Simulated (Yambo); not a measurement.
Data:

```
CELL_PARAMETERS angstrom
      0.00000     2.25394     2.25394
      2.25394     0.00000     2.25394
      2.25394     2.25394     0.00000
ATOMIC_POSITIONS crystal
  Li 0.75000 0.75000 0.75000
  Li 0.25000 0.25000 0.25000
  O  0.00000 0.00000 0.00000
```

Workflow: PBEsol (Quantum ESPRESSO, PseudoDojo norm-conserving, 84 Ry, scalar-relativistic), then G0W0 in Yambo (6×6×6 Γ-centred k mesh, bands 3 to 95 and a 14 Ry block in the screening, 95 bands in G with the Bruneval-Gonze terminator, plasmon pole fitted at 27.2 eV).

Give the PBEsol and G0W0 gaps between the band edges found on this mesh, and say where the edges lie.

Edges: Γ → X. PBEsol: 4.99 eV; G0W0: 7.72 eV. Convergence of the G0W0 settings was not tested. 

Geometry strained from the cell relaxed with PBEsol, atoms relaxed again.
